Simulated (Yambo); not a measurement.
Quantum ESPRESSO input (LDA, PseudoDojo standard norm-conserving files, scalar-relativistic) whose wavefunctions are converted with p2y:

```
&CONTROL
  calculation = 'nscf'
  pseudo_dir = './pseudo'
  outdir = './out'
/
&SYSTEM
  ibrav = 0
  nat = 4
  ntyp = 2
  ecutwfc = 84.0
  ecutrho = 336.0
  occupations = 'fixed'
  force_symmorphic = .true.
  nbnd = 132
/
&ELECTRONS
  conv_thr = 4e-09
  diago_full_acc = .true.
  diago_thr_init = 1e-08
/
ATOMIC_SPECIES
O 15.9990 O.upf
W 183.8400 W.upf
CELL_PARAMETERS angstrom
  3.768838283000   0.000000000000   0.000000000000
  0.000000000000   3.768838283000   0.000000000000
  0.000000000000   0.000000000000   3.768838283000
ATOMIC_POSITIONS crystal
O   0.000000000000   0.000000000000   0.500000000000
O   0.500000000000   0.000000000000   0.000000000000
O   0.000000000000   0.500000000000   0.000000000000
W   0.000000000000   0.000000000000   0.000000000000
K_POINTS automatic
2 2 2 0 0 0
```

Yambo's initialisation report on symmetry, reciprocal space, the k grid and the gaps on this mesh:

```
  [02.02] Symmetries
  ==================

  Inversion symmetry    : yes
  Spatial inversion     : yes
  Inversion index       :  25
  K-space Time-reversal : no
  Magnetic symmetries   : no
  Group table correct   : yes
  Symmetries units      :  [cc]

  [02.03] Reciprocal space
  ========================

  nG shells         :   362
  nG charge         :   37529
  nG WFs            :   5871
  nC WFs            :   4700
  G-vecs. in first 36 shells:  [ Number ]
     1    7   19   27   33   57   81   93  123
    147   171   179   203   251   257   305   341   365
    389   437   461   485   515   587   619   691   739
    751   799   847   895   925   949  1021  1045  1141
  ...
  Shell energy in first 36 shells:  [ mHa ]
    0.00000      389.150      778.300      1167.45      1556.60      1945.75      2334.90      3113.20      3502.35
    3891.50      4280.65      4669.80      5058.95      5448.10      6226.40      6615.55      7004.70      7393.85
    7783.00      8172.15      8561.30      9339.60      9728.75      10117.9      10507.0      11285.3      11674.5
    12452.8      12841.9      13231.1      13620.2      14009.4      14398.5      14787.7      15566.0      15955.1
  ...

  [02.04] K-grid lattice
  ======================

  Compatible Grid is   : 3D
  Base K vectors       :  K_min[ 1 ]  K_min[ 2 ]  K_min[ 3 ]
  K_min[ 1 ] : -0.500000  0.000000  0.000000 [rlu]
  K_min[ 2 ] :  0.000000  0.000000 -0.500000 [rlu]
  K_min[ 3 ] :  0.000000 -0.500000  0.000000 [rlu]
  Grid dimensions      :  2  2  2
  K lattice UC volume  :  0.085828 [a.u.]

  IBZ K-points                                      :   4
  BZ  K-points                                      :   8

  K/Q-points units:
  rlu = crystal or reduced units; cc = cartesian coordinates; iku = interal k-units

  K [1]          [rlu]:  0.000000  0.000000  0.000000
         WF components:   4697
  K [2]          [rlu]:  0.000000  0.000000 -0.500000
         WF components:   4700
  K [3]          [rlu]:  0.000000 -0.500000 -0.500000
         WF components:   4684
  K [4]          [rlu]: -0.500000 -0.500000 -0.500000
         WF components:   4680

  [02.05] Energies & Occupations
  ==============================

  [X] === General ===
  [X] Electronic Temperature                        :  0.000000  0.000000 [eV K]
  [X] Bosonic    Temperature                        :  0.000000  0.000000 [eV K]
  [X] Finite Temperature mode                       : no
  [X] El. density                                   :  0.59776E+24 [cm-3]
  [X] Fermi Level                                   :  6.062141 [eV]

  [X] === Gaps and Widths ===
  [X] Conduction Band Min                           :  0.582488 [eV]
  [X] Valence Band Max                              :  0.000000 [eV]
  [X] Filled Bands                                  :  16
  [X] Empty Bands                                   :   17  132
  [X] Direct Gap                                    :  1.657253 [eV]
  [X] Direct Gap localized at k                     :  1
  [X] Indirect Gap                                  :  0.582488 [eV]
  [X] Indirect Gap between kpts                     :   4   1
  [X] Last valence band width                       :  1.105028 [eV]
  [X] 1st conduction band width                     :  5.137464 [eV]
```
The gaps are LDA values on this mesh alone; only operations without fractional translations are kept.

Spin-orbit coupling is not included.

Geometry relaxed with LDA.
